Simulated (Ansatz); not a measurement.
Rb2InAgF6:
```
Rb2InAgF6
1.0
    0.00000     4.35612     4.35612
    4.35612     0.00000     4.35612
    4.35612     4.35612     0.00000
Rb In Ag F
2 1 1 6
Cartesian
  2.17806   2.17806   2.17806
  6.53418   6.53418   6.53418
  0.00000   0.00000   0.00000
  4.35612   4.35612   4.35612
  4.35612   4.35612   2.05281
  4.35612   4.35612   6.65943
  2.05281   4.35612   4.35612
  6.65943   4.35612   4.35612
  4.35612   2.05281   4.35612
  4.35612   6.65943   4.35612
```

Relaxed with LDA.

**Question.** Give the optical modes at the zone centre with their infrared and Raman activity from DFPT, LDA in the plane-wave PAW code Ansatz.

**Answer.** Transverse frequencies, without the LO–TO term; a row sums one degenerate level.

```tsv
ω (cm⁻¹)	degeneracy	IR ((D/Å)²/amu)	Raman (Å⁴/amu)	activity	symmetry
81i	3	0.00	0	silent	T1g
53	3	7.68	0	IR	T1u
55	3	0.00	0	silent	T2g
74	3	0.00	0	silent	T2u
107	3	7.43	0	IR	T1u
173	3	0.00	1.1	Raman	T2g
192	3	3.02	0	IR	T1u
378	2	0.00	0	silent	Eg
481	3	23.51	0	IR	T1u
519	1	0.00	1300	Raman	A1g
```

**Question.** How high does the top mode go among those that the LO–TO term moves?

**Answer.** 523 cm⁻¹ for q along x.

Space group Fm-3m. The first step of the workflow began from a Materials Project structure, measured or hypothetical; the Crystallography Open Database copy checked does not list it. Whether it is the stable phase at ambient conditions was not checked. Symmetry was held in the LDA relaxation. At this level the phase is dynamically unstable (imaginary phonons). The run is not spin-polarised.

Potentials: the later of the program's two PAW sets.
